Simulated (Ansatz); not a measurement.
Consider the following.

Si3N4:
```cif
data_N32Si24
_chemical_formula_sum 'Si24 N32'
_space_group_name_H-M_alt 'Fd-3m :1'
_space_group_IT_number 227
_space_group_name_Hall 'F 4d 2 3 -1d'
_cell_length_a 7.69126
_cell_length_b 7.69126
_cell_length_c 7.69126
_cell_angle_alpha 90.000
_cell_angle_beta 90.000
_cell_angle_gamma 90.000
loop_
_atom_site_label
_atom_site_type_symbol
_atom_site_symmetry_multiplicity
_atom_site_Wyckoff_symbol
_atom_site_fract_x
_atom_site_fract_y
_atom_site_fract_z
_atom_site_occupancy
Si1 Si 16 c 0.12500 0.12500 0.12500 1
Si2 Si 8 b 0.50000 0.50000 0.50000 1
N1 N 32 e 0.36757 0.36757 0.36757 1
```
(The calculation used a cell of 14 atoms; values per cell refer to that cell.)

This is the LDA-relaxed structure.

### Question
All from LDA in the plane-wave PAW code Ansatz, unless another level is named. Give the vibrational entropy at 300 K.

### Answer
7.5 J/(K·mol of atoms).

### Question
Predict the bulk modulus (Birch–Murnaghan fit).

### Answer
321 GPa.

### Question
And the zero-point energy?

### Answer
112.7 meV/atom.

The LDA relaxation kept the symmetry of its start; phonons on a q-mesh show no instability.

Potentials: the later of the program's two PAW sets.
